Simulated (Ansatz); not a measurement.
La2GeI2:
```
CELL_PARAMETERS angstrom
      2.19147     1.26524    10.51981
     -2.19147     1.26524    10.51981
      0.00000    -2.53049    10.51981
ATOMIC_POSITIONS crystal
  La 0.61398 0.61398 0.61398
  La 0.38602 0.38602 0.38602
  Ge 0.00000 0.00000 0.00000
  I  0.78296 0.78296 0.78296
  I  0.21704 0.21704 0.21704
```

Plane-wave PAW LDA (Ansatz code) gives a gap of 0.22 eV without spin–orbit coupling, maximum at L, minimum at L.

What happens when spin–orbit coupling is switched on?

The gap decreases by 0.07 eV, to 0.15 eV; maximum at Γ, minimum at L. The small gap may have closed and reopened with inverted band order, as semilocal functionals often give for heavy narrow-gap crystals.

Space group R-3m. The workflow started from a Materials Project entry (that database holds measured and hypothetical structures alike); the Crystallography Open Database files this formula in space group No. 166, but the cells were not matched. Its standing as an ambient phase is unchecked. The LDA relaxation kept the symmetry of its start; whether a distortion lowers the energy is not shown. A crystal of weakly bound layers computed without a dispersion correction: the cell and the soft elastic constants depend strongly on that.

Potentials: the later of the program's two PAW sets.
